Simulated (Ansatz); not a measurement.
The start is a generated cell, WC built in the WC structure type. The cell and all atomic positions are relaxed at zero pressure with PBE (plane waves to 420 eV, PAW, scalar-relativistic; Ansatz, a program for electronic structure). First-step values are on the input's coarse k-mesh.

Ansatz input (later rounds restart from its end on a renewed k-mesh):
Ansatz 0.2 input:
```yaml
crystal:
  lattice:
    - [2.9065001, 0, 0]
    - [-1.45325, 2.5171029, 0]
    - [0, 0, 2.8366]
  atoms:
    - { symbol: W, position: [0, 0, 0] }
    - { symbol: C, position: [0.66666667, 0.33333333, 0.5] }
basis: { ecutwfc: 420, ecutrho_ratio: 4, xc_grid: 2, fft_grid_basis: typed }
kpoints: { mp_grid: { grid: [9, 9, 8] } }
hamiltonian:
  xc: pbe
  dispersion: none
  pseudopotentials: { azcp: { folder: ./paw }, kind: paw }
scf: { occupations: { method: fermi_dirac, width: 0.05 } }
relax: { f_tol: 0.01, max_steps: 100, cell: { stress_tol: 0.02 } }
output: { forces: true, stress: true }
```

Q: What pressure does the first self-consistent step give?

A: +6 GPa (positive: the cell is compressed).

Q: How much energy is released per atom?

A: Under 0.01 eV/atom.

Q: How does the volume change?

A: +1.4 %, from 10.38 to 10.53 Å³/atom.

Q: What band gap does the relaxed structure have at this level?

A: No gap (metallic).

Q: What does it relax into? Give the structure.

A: 
```cif
data_CW
_chemical_formula_sum 'W1 C1'
_space_group_name_H-M_alt 'P-6m2'
_space_group_IT_number 187
_space_group_name_Hall 'P -6 2'
_cell_length_a 2.92196
_cell_length_b 2.92196
_cell_length_c 2.84728
_cell_angle_alpha 90.000
_cell_angle_beta 90.000
_cell_angle_gamma 120.000
loop_
_atom_site_label
_atom_site_type_symbol
_atom_site_symmetry_multiplicity
_atom_site_Wyckoff_symbol
_atom_site_fract_x
_atom_site_fract_y
_atom_site_fract_z
_atom_site_occupancy
W1 W 1 a 0.00000 0.00000 0.00000 1
C1 C 1 f 0.66667 0.33333 0.50000 1
```

The space group stays P-6m2 (No. 187) (the run could not lower it); the end is AFLOW prototype AB_hP2_187_d_a (B_h, as in WC), with 2 atoms in the primitive cell. Final values are on a 18×18×16 k-mesh of the relaxed cell. No spin polarisation in the result.

The run could not lose the symmetry of its start; a randomly shaken copy of 2 atoms returns to this structure.

All atoms sit on sites fixed by symmetry, so only the cell could relax.
